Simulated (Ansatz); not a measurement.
# Deforming Tc

```yaml
crystal:
  lattice:
    - [2.74000, 0.00000, 0.00000]
    - [-1.37000, 2.37291, 0.00000]
    - [0.00000, 0.00000, 4.39800]
  atoms:
    - { symbol: Tc, position: [0.33333, 0.66667, 0.25000] }
    - { symbol: Tc, position: [0.66667, 0.33333, 0.75000] }
```

Atoms are numbered in the order listed.

The geometry is COD entry 1541062, unchecked; take it as a test cell.

All numbers below come from DFT, LDA, all-electron PAW with datasets made for the crystal, scalar-relativistic (Ansatz 0.2.0).

Settings: a Γ-centred 17×17×9 k mesh, Fermi–Dirac smearing of 0.08 eV, cutoff 300 eV (chosen by the program for this cell), no spin polarisation.

The unchanged cell is at -11.68 GPa.

In a metal, stresses and small energies carry noise from the k mesh.

x, y and z are the Cartesian axes of the cell as listed; fractional coordinates follow a strain, and an engineering shear is twice the off-diagonal strain component.

(1) One change gave: energy change +7 meV/atom; stress change (xx, yy, zz, yz, xz, xy) 0.26, 0.39, 0.23, 2.68, 2.68, 2.95 GPa, compression positive; change of the force on Tc1 (0.068, 0.000, 0.011) eV/Å. Which change was it?
A. equal xy, yz and zx engineering shear strains of -2 %
B. equal xy, yz and zx engineering shear strains of -1 %
C. equal xy, yz and zx engineering shear strains of +1 %
D. equal xy, yz and zx engineering shear strains of +2 %

Results:

(1) A. For equal xy, yz and zx engineering shear strains of -1 %: energy change +2 meV/atom; stress change (xx, yy, zz, yz, xz, xy) 0.07, 0.10, 0.06, 1.36, 1.36, 1.49 GPa, compression positive; change of the force on Tc1 (0.032, 0.000, 0.003) eV/Å. For equal xy, yz and zx engineering shear strains of +1 %: energy change +2 meV/atom; stress change (xx, yy, zz, yz, xz, xy) 0.06, 0.10, 0.07, -1.38, -1.38, -1.50 GPa, compression positive; change of the force on Tc1 (-0.028, 0.000, 0.003) eV/Å. For equal xy, yz and zx engineering shear strains of +2 %: energy change +7 meV/atom; stress change (xx, yy, zz, yz, xz, xy) 0.24, 0.38, 0.26, -2.74, -2.75, -3.02 GPa, compression positive; change of the force on Tc1 (-0.052, 0.000, 0.009) eV/Å.
